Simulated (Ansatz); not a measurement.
# Turning moments in Co (P63/mmc)

The source of the geometry is a structure as deposited in COD, repeated to hold the magnetic orders; atoms and cell stay fixed.

Functional, mesh and filling: PBE, 8×12×7 k mesh, Fermi–Dirac smearing of 0.08 eV. PAW means Ansatz 0.2.0 on its default frozen-core files. Site moments are integrated in spheres about the atoms.

The reference run was typed so:

```yaml
crystal:
  lattice:
    - [0.0, 0.0, 4.0699]
    - [2.5074, 0.0, 0.0]
    - [0.0, 4.3429441948, 0.0]
  atoms:
    - { symbol: Co, position: [0.25, 1.0, 0.3333333334], spin: 1.7, spin_axis: [0.0, 0.0, 1.0] }
    - { symbol: Co, position: [0.25, 0.5, 0.8333333334], spin: 1.7, spin_axis: [0.0, 0.0, 1.0] }
    - { symbol: Co, position: [0.75, 0.5, 0.1666666666], spin: 1.7, spin_axis: [0.0, 0.0, 1.0] }
    - { symbol: Co, position: [0.75, 0.0, 0.6666666666], spin: 1.7, spin_axis: [0.0, 0.0, 1.0] }
magnetization:
  noncollinear: true
kpoints:
  mp_grid: { grid: [8, 12, 7] }
scf:
  occupations: { method: fermi_dirac, width: 0.08 }
  lower_state_search: "off"
hamiltonian:
  xc: pbe
  pseudopotentials: { kind: paw }
output:
  eigenvalues: false
```

Command: `ansatz run input.yaml --threads 2 --pin off --max-ram 6144MiB --backend cpu --events-out ev --progress --plain --runs-dir out`

The input for «Co4 tilted by 60° from z and held» by PAW differs from it in these lines, output keys apart:

```diff
-    - { symbol: Co, position: [0.75, 0.0, 0.6666666666], spin: 1.7, spin_axis: [0.0, 0.0, 1.0] }
+    - { symbol: Co, position: [0.75, 0.0, 0.6666666666], spin: 1.7, spin_axis: [0.8660254, 0.0, 0.5] }
+  spin_locking: { lock_directions: true }
+  max_iter: 150
```

The runs use spinors without spin–orbit coupling. In the held states a penalty keeps the direction of every atom that starts with a moment, the untilted ones along z, with sizes free, and the energy is taken at the target. Energies count from the run that starts parallel.

```
                               state  ΔF PAW (meV/atom)  largest moment, PAW (μB)  size of M, PAW (μB/cell)  directions kept
         parallel moments on spinors                0.0                      1.71                      6.53              yes
   Co4 tilted by 30° from z and held              +13.9                      1.71                         ?              yes
   Co4 tilted by 60° from z and held              +51.1                      1.71                      5.76              yes
   Co4 tilted by 90° from z and held                  ?                      1.71                      4.93              yes
start Co1↑ Co2↑ Co3↑ Co4↓ on spinors                0.0                      1.71                      6.53               no
```

**Question.** Give the missing entry: row "Co4 tilted by 90° from z and held", column "ΔF PAW (meV/atom)".

**Answer.** +94.9.

**Question.** What belongs in the row "Co4 tilted by 30° from z and held", column "size of M, PAW (μB/cell)"?

**Answer.** 6.34.

For the state «Co4 tilted by 30° from z and held», by PAW: Site moments (μB): Co1 (0.00, 0.00, 1.71); Co2 (0.00, 0.00, 1.70); Co3 (0.00, 0.00, 1.70); Co4 (0.84, 0.00, 1.46). Cell moment 6.34 μB.

The Ansatz runs typed with the search for lower states off end where their start leads. These are results for the start and cell typed. The real compound can order otherwise, in a larger cell, or not at all, since semilocal functionals at zero temperature often overstate magnetism. Left out because they lost a held moment or its direction: PAW, Co4 tilted by 120° from z and held; PAW, Co4 tilted by 150° from z and held.
